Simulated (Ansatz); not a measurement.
A relaxed cell of HfC is given with its symmetry left out. It was relaxed at this level from a cell as deposited in COD.

These are results of DFT PBE, scalar-relativistic, plane waves, PAW in Ansatz, not measurements. Cutoff 420 eV, Γ-centred mesh, Gaussian smearing, no spin polarisation.

```xyz
2
Lattice="0.0000 2.3257 2.3257 2.3257 0.0000 2.3257 2.3257 2.3257 0.0000" Properties=species:S:1:pos:R:3 pbc="T T T"
Hf    2.3257    2.3257    2.3257
C     0.0000    0.0000    0.0000
```

Energies over the elements count from the elements' standard structures at the same level, with no fitted energy shifts.

(1) What space group does it have?

(2) What is its formation energy per atom?

(3) Is it a metal?

Results:

(1) Fm-3m (No. 225), the rock salt type. Conventional cell: a = 4.651 Å. Around Hf lie 6 C at 2.33 Å; C is surrounded by 6 Hf at 2.33 Å.

(2) −0.92 eV/atom. Whether it is stable depends on the other phases of the system, which aren't compared here.

(3) Yes, bands cross the Fermi level on the 20×20×20 mesh.

The last run used a 20×20×20 mesh for its 2-atom cell and Gaussian smearing of 0.10 eV. These runs have no spin–orbit coupling, which can matter for Hf. The reference form of C is held partly by dispersion forces, which this level lacks. A structure relaxed within its symmetry needn't be a true minimum.
